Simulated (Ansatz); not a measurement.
Zn (bcc): energy against volume

Level of theory: DFT, BLYP, plane waves (420 eV) with PAW, scalar-relativistic (Ansatz). The PAW files were generated under PBE, with cores re-solved for the functional.

The cell is scaled uniformly from the relaxed one, with fractional coordinates and shape fixed. Energies are extrapolated to zero smearing, pressures are those at the given smearing. Magnetic state: spin not included.

A Birch-Murnaghan fit gives V₀ = 17.42 Å³/atom, B₀ = 32 GPa, B₀′ = 7.0.

(1) What are the energy above the minimum and the pressure at 18.082 Å³/atom?

(2) What are the energy above the minimum and the pressure at 18.778 Å³/atom?

(3) What are the energy above the minimum and the pressure at 19.473 Å³/atom?

Answers

(1) 2.2 meV/atom and -1.06 GPa as computed.

(2) 8.5 meV/atom and -1.87 GPa as computed.

(3) 17.8 meV/atom and -2.45 GPa as computed.
